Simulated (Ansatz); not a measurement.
Relaxed-ion elastic tensor of Tl (hcp (Mg type), P6_3/mmc) in GPa (Voigt order), PBE+D3(BJ) in the plane-wave PAW code Ansatz; density 11.49 g/cm³, 29.54 Å³ per atom.

```
38.5  30.3  26.0   0.0   0.0   0.0
30.3  38.5  26.0   0.0   0.0   0.0
26.0  26.0  51.3   0.0   0.0   0.0
 0.0   0.0   0.0   8.5   0.0   0.0
 0.0   0.0   0.0   0.0   8.5   0.0
 0.0   0.0   0.0   0.0   0.0   4.1
```

Task: Is the crystal mechanically stable?

Result: Yes: the smallest eigenvalue of C is 4.1 GPa.

Task: Work out the Voigt, Reuss and Hill averages.

Result: K_V = 32.5, K_R = 32.3, K_H = 32.4; G_V = 7.3, G_R = 6.2, G_H = 6.7 GPa.

Task: Give Young's modulus, Poisson's ratio, Pugh's ratio and the universal anisotropy index.

Result: E = 9KG/(3K + G) = 18.9 GPa; ν = 0.40; K/G = 4.82 (ductile by the Pugh limit of 1.75); A_U = 5G_V/G_R + K_V/K_R − 6 = 0.93.

Task: Estimate the sound speeds and the Debye temperature.

Result: v_l = √((K + 4G/3)/ρ) = 1900 m/s, v_t = √(G/ρ) = 765 m/s, mean 866 m/s; Θ = (h/k)(3n/4πV)^(1/3) v_m = 83.4 K.

Task: Solve the Christoffel equation for the three sound speeds along x, y, z.

Result: Eigenvalues of C_ijkl n_j n_l equal ρv². In km/s, slowest first: x 0.60, 0.86, 1.83; y 0.60, 0.86, 1.83; z 0.86, 0.86, 2.11.

Task: How much does each axis shrink under pressure?

Result: Linear compressibilities β_i = Σ_j S_ij (j = 1 to 3): x 12, y 12, z 7.7 per TPa.

The cell was relaxed with PBE+D3(BJ) under the symmetry of its start. The pairwise dispersion correction was not fitted to metals. As this level gives no gap, shear constants depend on the k-mesh and smearing (Fermi–Dirac, 0.1 eV here). Spin–orbit coupling is left out wherever it is not named.

Potentials: the later of the program's two PAW sets.
